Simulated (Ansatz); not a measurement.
## CoO under several functionals and dispersion corrections (calculated)

Starting cell:

```cif
data_structure
_symmetry_space_group_name_H-M 'P 1'
_symmetry_Int_Tables_number 1
_cell_length_a 3.0144
_cell_length_b 3.0144
_cell_length_c 3.0144
_cell_angle_alpha 60.000
_cell_angle_beta 60.000
_cell_angle_gamma 60.000
_cell_volume 19.37
loop_
_atom_site_label
_atom_site_type_symbol
_atom_site_fract_x
_atom_site_fract_y
_atom_site_fract_z
_atom_site_occupancy
Co1 Co 0.00000 0.00000 0.00000 1
O1 O 0.50000 0.50000 0.50000 1
```

Ansatz, plane waves and PAW, scalar-relativistic (no spin–orbit coupling), 10×10×10 k-mesh. Spin-polarised, started with parallel moments of up to 2.9 μB. In the setting of the table the starting cell (space group Fm-3m) has 3.014 × 3.014 × 3.014 Å, angles 60.0 / 60.0 / 60.0°. Each functional was followed to zero pressure by scaling the cell, shape and atoms held, then fitted over four more volumes within ±4 % of it.

(1) What cell, stiffness and gap does each give?

Answers

(1) 
```csv
functional,V0 (Å³/atom),cell,B0 (GPa),B′ from the pressures,gap on the mesh,largest moment in an atom's sphere (μB),cutoff (eV)
RPBE + D4 +U (Co: 3.3 eV),10.09,"3.056 × 3.056 × 3.056 Å, angles 60.0 / 60.0 / 60.0°",165,–,1.24 eV,2.62,420
LDA +U (Co: 3.3 eV),9.24,"2.968 × 2.968 × 2.968 Å, angles 60.0 / 60.0 / 60.0°",217,4.5,0.54 eV,2.55,420
```

The volumes span 9.2 %, from LDA +U (Co: 3.3 eV) to RPBE + D4 +U (Co: 3.3 eV); the larger cell is the softer one (165 against 217 GPa). B′ is left blank where a third-order fit to these five points leaves it in doubt. Of 5 runs of this kind 3 are left out: 3 are in doubt (a loose fit, a gap or moment that comes and goes along the fit, no cell at zero pressure, a state that may not be the lowest or a known fault).

Caveats: a switch of the dispersion coefficients is near (RPBE + D4 +U (Co: 3.3 eV)); gaps at these levels are rough, and mostly too small; not tested for a lower state; only parallel moments were run, and the real order may differ, which changes gaps; state of the open shells carried from another run.

Points behind the fit for LDA +U (Co: 3.3 eV):

| V (Å³/atom) | E − Emin (meV/atom) | P (GPa) |
| --- | --- | --- |
| 8.871 | 10.73 | 9.65 |
| 9.055 | 2.54 | 4.56 |
| 9.240 | 0.00 | -0.01 |
| 9.425 | 2.39 | -4.10 |
| 9.610 | 9.30 | -7.75 |
